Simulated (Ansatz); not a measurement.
**Profile along the Se–Hg line in HgSe (zinc blende)**

HgSe (zinc blende)

```yaml
crystal:
  lattice:
    - [0.00000, 3.06666, 3.06666]
    - [3.06666, 0.00000, 3.06666]
    - [3.06666, 3.06666, 0.00000]
  atoms:
    - { symbol: Se, position: [0.25000, 0.25000, 0.25000] }
    - { symbol: Hg, position: [0.00000, 0.00000, 0.00000] }
```

Fields along a shortest Se–Hg line of a {110} plane (2.66 Å), from Se to Hg, interpolated on the slice's grid (step about 0.3 Å). Level of theory: PBEsol (plane waves to 420 eV, PAW, scalar-relativistic; Ansatz, a program for electronic structure). k mesh 9×9×9. These are valence fields of a PAW run, semicore shells included where kept as valence: close to a nucleus they are smooth pseudo fields. At this level the bands of HgSe touch or barely overlap. HgSe was relaxed with its symmetry unable to fall. Spin-orbit coupling is left out, though Hg is heavy.

```tsv
distance from Se (Å)	valence electron density (e/Å³)	electron localisation function
0.00	45.10	x
0.13	38.27	x
0.27	23.88	x
0.40	11.54	x
0.53	4.83	0.64
0.67	2.08	0.76
0.80	1.10	0.80
0.93	0.73	0.79
1.06	0.55	0.70
1.20	0.45	0.53
1.33	0.41	0.34
1.46	0.46	0.24
1.60	0.64	0.24
1.73	1.16	0.33
1.86	2.41	0.42
2.00	4.62	0.49
2.13	7.49	0.54
2.26	10.66	x
2.39	13.87	x
2.53	16.41	x
2.66	16.48	x
```

x: too close to a nucleus for the ELF to mean much.

Density on the Se–Hg line (2.66 Å) at its midpoint: 0.41 e/Å³. ELF at that point: 0.3.
